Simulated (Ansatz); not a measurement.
Ni3Se2:
```
CELL_PARAMETERS angstrom
      2.98875     1.72555     2.40155
     -2.98875     1.72555     2.40155
      0.00000    -3.45111     2.40155
ATOMIC_POSITIONS crystal
  Ni 0.24739 0.75261 0.00000
  Ni 0.00000 0.24739 0.75261
  Ni 0.75261 0.00000 0.24739
  Se 0.25732 0.25732 0.25732
  Se 0.74268 0.74268 0.74268
```

Relaxed with r²SCAN. Special points in fractions of this cell's reciprocal vectors: Γ (0.000, 0.000, 0.000); L (0.500, 0.000, 0.000); T (0.500, -0.500, 0.500); P0 (0.489, -0.511, 0.489); P2 (0.489, 0.489, 0.489); F (0.500, -0.500, 0.000).

### Question
List the band energies nearest the Fermi level at these points for r²SCAN in the plane-wave PAW code Ansatz.

### Answer
In eV from the Fermi level; about four levels below and three above (degenerate sets whole), none deeper than 8.9 eV; points with the same levels are listed once.

```
k                           below           above
--  -----------------------------  --------------
Γ         -1.28 -1.07 -1.07 -0.55  1.22 1.22 1.74
L   -1.29 -1.29 -0.99 -0.96 -0.05  0.63 0.75 3.85
T         -0.88 -0.88 -0.71 -0.42  7.53 7.53 7.57
P0        -0.91 -0.84 -0.71 -0.42  7.51 7.54 7.55
F         -1.39 -1.24 -0.67 -0.40  0.51 1.06 3.25
```

Space group R32. The workflow started from a Materials Project entry (that database holds measured and hypothetical structures alike); the Crystallography Open Database files this formula in space group No. 155, but the cells were not matched. Its standing as an ambient phase is unchecked. The r²SCAN relaxation kept the symmetry of its start; its stability against distortions is not shown here. The run is not spin-polarised. Scalar-relativistic: spin–orbit coupling is off unless named, which matters more the heavier the elements.

Potentials: the later of the program's two PAW sets.
